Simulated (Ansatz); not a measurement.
## ZrSi2: stable or not

It was relaxed at this level from a cell as deposited in COD.

All numbers below come from Ansatz 0.2.0, DFT PBE, scalar-relativistic, plane waves, PAW. Settings of the last relaxation (6-atom cell): 420 eV, 10×10×10 k points, Gaussian smearing of 0.10 eV, no spin polarisation.

```xyz
6
Lattice="1.8525 -7.3942 0.0000 1.8525 7.3942 0.0000 0.0000 0.0000 3.6791" Properties=species:S:1:pos:R:3 pbc="T T T"
Zr    1.8525   -5.8364    2.7593
Zr    1.8525    5.8364    0.9198
Si    1.8525   -0.7853    2.7593
Si    1.8525    0.7853    0.9198
Si    1.8525    3.6925    2.7593
Si    1.8525   -3.6925    0.9198
```

Formation energies are uncorrected and refer to the elements' standard structures at the same level.

Question: These tests were run: energy against the elements; phonons at Γ. What do they show?

Answer:

```csv
test,result
energy against the elements,−0.67 eV/atom
phonons at Γ,lowest optical mode 147 cm⁻¹
```

It fails none of these tests. Competing phases weren't compared here. Phonons away from Γ weren't computed.

The run for the phonons used a 10×10×10 k mesh and Fermi–Dirac smearing of 0.15 eV.
